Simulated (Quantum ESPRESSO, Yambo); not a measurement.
## Levels of theory for the gap of Ta$_{3}$O$_{7}$F

Ta3O7F (space group Cmmm, No. 65): one geometry, one set of PBEsol (Quantum ESPRESSO, PseudoDojo norm-conserving, 84 Ry, scalar-relativistic) orbitals, self-energies from Yambo (2×2×4 Γ-centred k mesh, bands 4 to 212 and a 7 Ry block in the screening, 212 bands in G with the Bruneval-Gonze terminator, plasmon pole fitted at 27.2 eV).

The geometry is that of Materials Project entry mp-753747, symmetrised and not relaxed again.

```
level                                                        gap (-0.5, -0.5, -0.5) → (0, -0.5, 0) (eV)  direct gap at (0, -0.5, 0) (eV)                   rough Yambo cost
-----------------------------------------------------------  ------------------------------------------  -------------------------------  ---------------------------------
PBEsol (Quantum ESPRESSO)                                                                          2.28                             2.94                                  –
exchange only (Hartree-Fock self-energy on PBEsol orbitals)                                       13.06                            13.65              about 1/10 (8 states)
static COHSEX@PBEsol                                                                               4.12                             4.95  within a factor of two (3 states)
G0W0@PBEsol, plasmon pole                                                                          3.77                             4.53                       1 (8 states)
```

Bare exchange has no screening and gives the widest gap; static COHSEX screens it but leaves out the frequency dependence, which G0W0 restores.

Costs are rough ratios of core time on shared machines.

Nearest settings tried, and what they do to the gap: 2 Ry block (53 vectors against 271): +496 meV. Not varied: bands in G, bands in W, mesh. So the settings aren't converged at that level.

Spin-orbit coupling is left out, which matters for elements this heavy: edges can move by tenths of an eV.

The structure is a Materials Project entry; no match was found in the copy of COD used, and its stability was not checked.
